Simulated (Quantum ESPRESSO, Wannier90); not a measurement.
## Wannier functions of InGaAs2 (P-4m2)

```xyz
4
Lattice="4.2250 0.0000 0.0000 0.0000 4.2250 0.0000 0.0000 0.0000 5.9622" Properties=species:S:1:pos:R:3 pbc="T T T"
In     0.0000     0.0000     2.9811
Ga     2.1125     2.1125     0.0000
As     2.1125     0.0000    -1.3804
As     0.0000     2.1125     1.3804
```

Materials Project entry mp-1223781; symmetrised, unrelaxed at this level. Not found in the COD (Crystallography Open Database) copy used; not checked further. Method: PBEsol plane waves in Quantum ESPRESSO 7.5 (PseudoDojo norm-conserving files, 68 Ry, spinors with spin-orbit coupling), Bloch states on a 4×4×4 mesh through Γ, Wannier90 4.0.1. Density: 8×8×6 mesh, cold smearing 0.01 Ry. With spin-orbit coupling a semilocal functional can close or falsely invert a small gap; the band order was not checked against a better method. The gap is small at this level and was sampled on the meshes and a path alone.

Bands 41-44 form an isolated set from -12.00 to -9.93 eV relative to the valence-band maximum (on the path) and are turned into 4 Wannier functions by minimising the spread from the start: atomic waves As 4s.

Task: Where do the functions sit, how wide are they and what are they made of?

Result: 
```json
[
 {"functions": "4", "spread (Å²)": "2.14", "nearest atom, distance (Å)": "As 0.01", "second atom, distance (Å)": "Ga 2.53", "weight on atomic waves": "As 4s 62 %, Ga 4p 11 %, In 5p 10 %"}
]
```

Ω_I = 8.51 Å², Ω_total = 8.56 Å²; the interpolated bands follow pw.x to 3.9 meV rms on the path. Only this start was tried; a symmetric start can stop on a saddle, and mixtures of these functions could lower the total by at most Ω_total − Ω_I.
